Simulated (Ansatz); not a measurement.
C in space group I4_1/amd (No. 141; C on 8e) under volume change, PBE (plane waves, PAW; program Ansatz), shape and atoms relaxed at each volume.

```csv
V (Å³/atom),E − E(relaxed) (meV/atom),P (GPa)
6.343,67.1,36.78
6.552,?,?
6.761,6.8,10.63
6.970,0.0,0.00
7.179,?,?
7.388,23.7,-17.35
7.598,51.0,-24.41
```

Q: Fill in the missing entries.

A: 
- 6.552, E − E(relaxed) (meV/atom): 28.4
- 6.552, P (GPa): 22.81
- 7.179, E − E(relaxed) (meV/atom): 6.2
- 7.179, P (GPa): -9.27

Q: What does a third-order Birch–Murnaghan fit give for V₀, B₀ and B′?

A: V₀ = 6.97 Å³/atom, B₀ = 330 GPa, B′ = 3.5.

The start of the workflow was typed in or built on a structure type; the Crystallography Open Database files this formula in space group No. 141, but the cells were not matched. It is not the phase usual at ambient conditions (space group No. 194, 227). The cell was relaxed with PBE under the symmetry of its start; its stability against distortions is not shown here.

Potentials: the earlier of the program's two PAW sets.
